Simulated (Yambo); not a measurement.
G0W0@LDA for K$_{2}$PdC$_{2}$ (space group P-3m1, No. 164) in Yambo. Reference settings: 3×3×2 Γ-centred k mesh, bands 5 to 220 and a 8 Ry block in the screening, 220 bands in G with the Bruneval-Gonze terminator, plasmon pole fitted at 27.2 eV. The LDA gap A → (0, 0.333, -0.5) on this mesh is 1.68 eV; G0W0 gaps are taken between the same points.

Gap (A → (0, 0.333, -0.5)) in eV against the number of bands and the screening block, terminator on:

| bands (W and G) | 2 Ry | 3 Ry | 5 Ry | 6 Ry | 8 Ry |
|---|---|---|---|---|---|
| 51 | 2.930 | 2.860 | 2.881 | 2.897 | 2.910 |
| 81 | 2.820 | 2.746 | 2.776 | 2.794 | 2.811 |
| 121 | 2.793 | 2.707 | 2.748 | 2.771 | 2.790 |
| 169 | 2.789 | 2.697 | 2.740 | 2.767 | 2.787 |
| 220 | 2.788 | 2.695 | 2.739 | 2.767 | 2.789 |

Rough cost of the Yambo step against the reference (shared machines):

```tsv
bands (W and G)	2 Ry	3 Ry	5 Ry	6 Ry	8 Ry
51	1/8	1/7	1/8	1/6	1/5
81	1/5	1/5	1/5	1/4	1/3
121	1/3	1/3	1/3	1/3	1/3
169	1/3	1/3	1/2	1/2	~1
220	1/2	1/2	~1	~1	1
```

At the largest block the last step in bands moves the gap by 0.002 eV; at the most bands the last step in the block moves it by 0.022 eV.

The mesh misses a band edge: along a dense path the LDA gap is 1.34 eV against 1.68 eV on the mesh.

Spin-orbit splittings are left out.

Geometry of the Materials Project entry, not relaxed at this level; primitive cell a = b = 5.1182 Å, c = 5.2581 Å, α = β = 90.00°, γ = 120.00°.

The structure is a Materials Project entry; no match was found in the copy of COD used, and its stability was not checked.
